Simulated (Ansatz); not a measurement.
CuPd (CsCl type, Pm-3m), r²SCAN (plane waves, PAW; program Ansatz), all energies at zero smearing, with the estimated change up to a 700 eV cutoff added, with one set of potentials and settings (totals compare only within such a set). Cell of 2 atoms (1 Cu, 1 Pd): -13617.243 eV.

```json
[
 {"element": "Cu", "reference phase": "Fm-3m, 1 atoms in the cell", "E (eV/atom)": "-6631.2396"},
 {"element": "Pd", "reference phase": "Fm-3m, 1 atoms in the cell", "E (eV/atom)": "-6985.7456"}
]
```

Formation energy per atom, worked out: (-13617.243 − 1×(-6631.2396) − 1×(-6985.7456))/2 = -0.129 eV/atom (-12 kJ per mol of atoms), at 0 K, without zero-point energy or fitted corrections.

The workflow started from an entry of the Crystallography Open Database (COD). Its standing as an ambient phase is unchecked. The r²SCAN relaxation kept the symmetry of its start; its stability against distortions is not shown here. No spin polarisation was allowed. The references are the lowest solids computed at this level, not always the standard phases.

Potentials: the later of the program's two PAW sets.
